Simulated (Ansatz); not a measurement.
## KCSN: 41K NMR of the central transition

Cell: a computed structure from the Materials Project (it need not be an observed phase), atoms as given.

Space group Pbcm (No. 57); a = 6.5156, b = 11.1390, c = 6.4798 Å.

| site | Wyckoff | site symmetry | x | y | z |
| --- | --- | --- | --- | --- | --- |
| K | 4d | ..m | 0.7722 | 0.8869 | 0.2500 |
| C | 4d | ..m | 0.2516 | 0.9854 | 0.2500 |
| S | 4d | ..m | 0.9005 | 0.6041 | 0.2500 |
| N | 4d | ..m | 0.3544 | 0.8973 | 0.2500 |

One atom of each set is listed.

Method: Kohn–Sham DFT in Ansatz, PBE, plane waves and PAW, scalar-relativistic, 420 eV cutoff, Γ-centred 5×3×5 k-points, Fermi–Dirac smearing 0.02 eV.

41K has I = 3/2 and Q = 73.40 mb (Pyykkö 2018); at 18.8 T its Larmor frequency is ν₀ = 20.5 MHz. Only the quadrupole interaction is simulated: positions count from each site's isotropic chemical shift, and J coupling is left out, as are shift anisotropy and dipolar coupling, which fast spinning averages.

Simulated pattern of one K site (fast magic-angle spinning, Gaussian broadening 0.5 kHz):

| offset (kHz) | height |
| --- | --- |
| -23.31 | 0 |
| -22.34 | 4 |
| -21.38 | 7 |
| -20.41 | 7 |
| -19.44 | 8 |
| -18.48 | 8 |
| -17.51 | 8 |
| -16.55 | 9 |
| -15.58 | 12 |
| -14.62 | 48 |
| -13.65 | 80 |
| -12.68 | 81 |
| -11.72 | 60 |
| -10.75 | 54 |
| -9.79 | 52 |
| -8.82 | 52 |
| -7.86 | 54 |
| -6.89 | 58 |
| -5.92 | 65 |
| -4.96 | 88 |
| -3.99 | 100 |
| -3.03 | 70 |
| -2.06 | 22 |
| -1.09 | 0 |

**Question.** Which |C_Q| and η does the pattern imply?

**Answer.** The pattern spans 20.2 kHz before broadening and its centre of gravity is at -9.02 kHz, which fixes P_Q; the places of the horns and steps fix η. That gives P_Q = 2.72 MHz, |C_Q| = 2.71 MHz and η = 0.17. The sign of C_Q can't be read from the pattern.

The largest force is 0.6 eV/Å, so the atoms aren't at the calculated equilibrium and relaxing them would move these values. A computed database structure should lie near equilibrium, so this entry is doubtful.
